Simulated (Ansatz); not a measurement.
**Two states of CuSnF$_{6}$**

```
CELL_PARAMETERS angstrom
5.50533 0.00000 0.00000
-2.26523 4.57732 0.00000
-0.23150 -3.07055 4.27093
ATOMIC_POSITIONS crystal
F 0.74800 0.11800 0.87100
F 0.25200 0.88200 0.12900
F 0.73700 0.87600 0.26600
F 0.26300 0.12400 0.73400
Sn 0.50000 0.00000 0.50000
Cu 0.00000 0.00000 0.00000
F 0.25000 0.49700 0.36400
F 0.75000 0.50300 0.63600
```

Level: r2SCAN, with U_eff = 2.27 eV on Cu d (all-electron-ortho-atomic projectors); 500 eV; 4×5×4 (shifted by 0.5, 0.5, 0 steps) mesh; gaussian occupations (width 0.1364 eV); Ansatz 0.2.0, fixed geometry.

State A: no moments (no spin polarisation). State B: Cu6 up (collinear spin).

Which state is lower, and how do they differ?

State B is lower by 128.2 meV an atom at zero smearing; in free energy at this smearing B lies -124.5 meV an atom from A.

```
state  free energy (meV/atom)  largest moment in a small sphere (μB)  net moment (μB/cell)  gap on mesh (eV)  pressure (GPa)  largest force (eV/Å)
    A                   124.5                                   0.00                  0.00             metal             1.3                  0.53
    B                     0.0                                   0.83                  1.00              2.25             1.2                  0.43
```

Origin: a database entry at a rescaled volume. Caveats: an odd or shifted mesh can miss the band edges, so this level's true gap may be smaller; no spin-orbit coupling, which can shift this gap by tenths of an eV; odd electron count without spin polarisation, so a magnetic state may lie lower; the k mesh is coarse if the cell is a metal.
